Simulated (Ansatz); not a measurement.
Cu₃O₂: computed properties

Method: Ansatz, DFT PBE, scalar-relativistic, plane waves, PAW.

Settings: cutoff 420 eV, Γ-centred mesh 12×12×12 on the computed 5-atom cell, Gaussian smearing of 0.10 eV; no spin polarisation.

The structure is relaxed at this level of theory with its symmetry kept, and needn't be the ground state of this composition.

Space group R-3m:H (No. 166). a = 5.926 Å, b = 5.926 Å, c = 6.587 Å, α = 90.00°, β = 90.00°, γ = 120.00°
```
atom  site  symmetry       x       y       z
  Cu    9d      .2/m  0.3333  0.1667  0.1667
   O    6c        3m  0.0000  0.0000  0.2630
```

(1) Formation energy from the elements' standard states (uncorrected)?

(2) Kohn–Sham band gap?

(3) Density of states at the Fermi level?

(4) Orbital (Löwdin) character within 0.5 eV of the Fermi level?

(5) Bader charge by site (e)?

Spin polarisation was left out, and a magnetic state may lie lower.

Answers

(1) -0.388 eV/atom.

(2) none (metal).

(3) 7.9 states/eV per cell.

(4) Cu 3d 57 %, O 2p 31 %, Cu 4s 10 %.

(5) Cu (3 in the cell) 0.67, O (2 in the cell) -1.00.

The cell was found from a structure generator's guess, not taken from experiment. Löwdin shares on free-atom orbitals overweight diffuse shells.
